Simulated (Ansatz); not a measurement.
## B2O (P-3m1): electronic heat capacity and spin susceptibility from the density of states

Method: Ansatz, DFT PBEsol, scalar-relativistic, plane waves, PAW.

Cutoff 420 eV; k points 18×18×4 on the computed 6-atom cell (Γ-centred); Gaussian smearing, width 0.10 eV; no spin polarisation.

Relaxed cell: P-3m1, a = 2.522 Å, b = 2.522 Å, c = 10.196 Å, α = 90.00°, β = 90.00°, γ = 120.00°, 6 atoms in the primitive cell. Whether it is the stable form of this composition wasn't checked.

The density of states at the Fermi level is 1.150 states/eV in the cell of 6 atoms (2 formula units; both spins, tetrahedra on a 27×27×6 mesh). Averaged over bins of 0.1 eV the density runs from 0.9 to 1.4 states/eV within 0.2 eV of the Fermi level, so the figure hangs on the exact place of that level.

What Sommerfeld coefficient and Pauli susceptibility does this give?

Per formula unit N(E_F) = 0.575 states/eV. γ = (π²/3) k_B² N(E_F) N_A = 2.357 mJ/(mol K²) per state/eV, so γ = 1.4 mJ/(mol K²), a mole of formula units. χ_P = μ_B² N(E_F) N_A = 3.23×10⁻⁵ emu/mol per state/eV gives 1.9×10⁻⁵ emu/mol. This is the bare band result: a measured γ of the same phase is as a rule larger by a factor 1 + λ from phonons and spin fluctuations, the spin part of χ is larger by the Stoner factor, and a measured χ also holds orbital and core terms. N(E_F) at one energy is sensitive to the mesh where the density of states has sharp peaks.

The cell holds layers, and where no dispersion correction was added their binding is poorly described. Spin polarisation was left out, and a magnetic state may lie lower.

Cost: 1 run of about 1.7 core-minutes, on Arm Neoverse V1 (shared hosts).